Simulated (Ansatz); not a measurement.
Relaxed-ion elastic tensor of CsPbCl₃ (cubic perovskite, space group No. 221) in GPa (Voigt order), r²SCAN in the plane-wave PAW code Ansatz; density 4.06 g/cm³, 36.48 Å³ per atom.

|  | 1 | 2 | 3 | 4 | 5 | 6 |
|---|---|---|---|---|---|---|
| 1 | 38.4 | 14.8 | 21.2 | 9.0 | 0.0 | 0.0 |
| 2 | 14.8 | 38.4 | 21.2 | -9.0 | 0.0 | 0.0 |
| 3 | 21.2 | 21.2 | 32.1 | 0.0 | 0.0 | 0.0 |
| 4 | 9.0 | -9.0 | 0.0 | 18.2 | 0.0 | 0.0 |
| 5 | 0.0 | 0.0 | 0.0 | 0.0 | 18.2 | 9.0 |
| 6 | 0.0 | 0.0 | 0.0 | 0.0 | 9.0 | 11.8 |

Is the crystal mechanically stable?

Yes: the smallest eigenvalue of C is 5.4 GPa.

Work out the Voigt, Reuss and Hill averages.

K_V = 24.8, K_R = 24.8, K_H = 24.8; G_V = 13.1, G_R = 7.9, G_H = 10.5 GPa.

Give Young's modulus, Poisson's ratio, Pugh's ratio and the universal anisotropy index.

E = 9KG/(3K + G) = 27.6 GPa; ν = 0.31; K/G = 2.36 (ductile by the Pugh limit of 1.75); A_U = 5G_V/G_R + K_V/K_R − 6 = 3.27.

Estimate the sound speeds and the Debye temperature.

v_l = √((K + 4G/3)/ρ) = 3090 m/s, v_t = √(G/ρ) = 1610 m/s, mean 1800 m/s; Θ = (h/k)(3n/4πV)^(1/3) v_m = 161 K.

Space group Pm-3m (cubic perovskite). This is a known high-temperature phase of the composition, computed here at zero pressure and temperature. The r²SCAN relaxation kept the symmetry of its start; its stability against distortions is not shown here. Spin–orbit coupling is left out wherever it is not named.

Potentials: the later of the program's two PAW sets.
